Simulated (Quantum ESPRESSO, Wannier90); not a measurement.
## Wannierisation of Li2S (anti-fluorite)

```xyz
3
Lattice="0.0000 2.8352 2.8352 2.8352 0.0000 2.8352 2.8352 2.8352 0.0000" Properties=species:S:1:pos:R:3 pbc="T T T"
Li    -1.4176    -1.4176    -1.4176
Li     1.4176     1.4176     1.4176
S      0.0000     0.0000     0.0000
```

Materials Project entry mp-1153; symmetrised, unrelaxed at this level. COD (Crystallography Open Database) has an entry of this formula and space group (matched by these alone). Computed values, not measurements, from PBEsol: Quantum ESPRESSO (norm-conserving PseudoDojo potentials, cutoff 60 Ry, no spin polarisation, no spin-orbit coupling) on a Γ-centred 10×10×10 mesh, then Wannier90. Density: 10×10×10 mesh, cold smearing 0.01 Ry.

The plane-wave run has 23 bands and 12 electrons a cell. On the energy scale of pw.x, whose zero is arbitrary, the valence-band maximum lies at 2.33 eV.

Isolated groups of bands, relative to the valence-band maximum (bands from 7 on overlap up to the last one computed):

| bands | from (eV) | to (eV) | filling | weight on atomic waves |
|---|---|---|---|---|
| 1–2 | -43.50 | -43.45 | filled | Li 1s 99 % |
| 3 | -11.06 | -10.47 | filled | S 3s 84 %, Li 2s 15 % |
| 4–6 | -2.97 | 0.00 | filled | S 3p 90 %, Li 2s 7 % |

Input w.win, without the blocks of cell, atoms and k-points (1000 lines):

```
num_bands = 21
num_wann = 12
exclude_bands = 1-2
num_iter = 800
conv_tol = 1.0e-6
conv_window = 4
dis_num_iter = 1000
dis_conv_tol = 1.0e-6
dis_froz_max = 14.83
write_hr = true
write_u_matrices = true
begin projections
Li: s;p
S: s;p
end projections
mp_grid = 10 10 10
```

wannier90.x stops with:
```
dis_windows: More states in the frozen window than target WFs
```
At some k-point more bands lie below dis_froz_max than there are Wannier functions, and every frozen state has to fit into the subspace. Mended as below, all else unchanged, the run goes through (Ω_I = 13.2 Å²) and follows the plane-wave bands to 8.2 meV rms (states up to 4.2 eV relative to the valence-band maximum).
```
dis_froz_max = 7.04
```
